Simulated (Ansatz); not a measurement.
## AlIn₃As₄ (I-42m)

The calculation used DFT PBE, scalar-relativistic, plane waves, PAW (Ansatz 0.2.0).

Cutoff 420 eV; k points 10×10×10 on the computed 8-atom cell (Γ-centred); Gaussian smearing, width 0.10 eV; no spin polarisation.

The structure is relaxed at this level of theory with its symmetry kept, and needn't be the ground state of this composition.

```yaml
crystal:
  lattice:
    - [-3.03225, 3.03225, 6.05938]
    - [3.03225, -3.03225, 6.05938]
    - [3.03225, 3.03225, -6.05938]
  atoms:
    - { symbol: Al, position: [0.00000, 0.00000, 0.00000] }
    - { symbol: In, position: [0.25000, 0.75000, 0.50000] }
    - { symbol: In, position: [0.50000, 0.50000, 0.00000] }
    - { symbol: In, position: [0.75000, 0.25000, 0.50000] }
    - { symbol: As, position: [0.11715, 0.11715, 0.47344] }
    - { symbol: As, position: [0.35629, 0.88285, 0.00000] }
    - { symbol: As, position: [0.64371, 0.64371, 0.52655] }
    - { symbol: As, position: [0.88285, 0.35629, 0.00000] }
```

Problem. Formation energy from the elements' standard states (uncorrected)?

Solution. -0.299 eV/atom.

Problem. Kohn–Sham band gap?

Solution. zero, with almost no states at the Fermi level.

Problem. Density of states at the Fermi level?

Solution. 0.0 states/eV per cell.

Problem. Orbital (Löwdin) character within 0.5 eV of the Fermi level?

Solution. As 4p 83 %, In 5p 12 %.

Problem. Bader charge by site (e)?

Solution. Al (1 in the cell) 1.91, In (2 in the cell) 0.74, In (1 in the cell) 0.75, As (4 in the cell) -1.04.

The cell was found from a structure generator's guess, not taken from experiment. Löwdin shares on free-atom orbitals overweight diffuse shells.
